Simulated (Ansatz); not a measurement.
Consider the following.

Si:
Space group Fd-3m, origin choice 1 (No. 227); a = b = c = 14.688 Å, α = β = γ = 90.00°

| atom | site | symmetry | x | y | z |
|---|---|---|---|---|---|
| Si | 8a | -43m | 0.0000 | 0.0000 | 0.0000 |
| Si | 32e | .3m | 0.3605 | 0.3605 | 0.3605 |
| Si | 96g | ..m | 0.0588 | 0.0588 | 0.2532 |
(The calculation used a cell of 34 atoms; values per cell refer to that cell.)

This is the r²SCAN-relaxed structure.

Question: All from r²SCAN (plane waves, PAW; program Ansatz), unless another level is named. Predict the Debye temperature from the elastic constants.

Answer: 528 K.

Question: Predict the elastic constants (relaxed ions, GPa).

Answer: C11 = 115, C12 = 42.6, C44 = 45.9.

The first step of the workflow began from a Materials Project structure, measured or hypothetical. Its sites differ from those of the usual phase in this space group: another stacking or structure type. Symmetry was held in the r²SCAN relaxation; its stability against distortions is not shown here.

Potentials: the later of the program's two PAW sets.
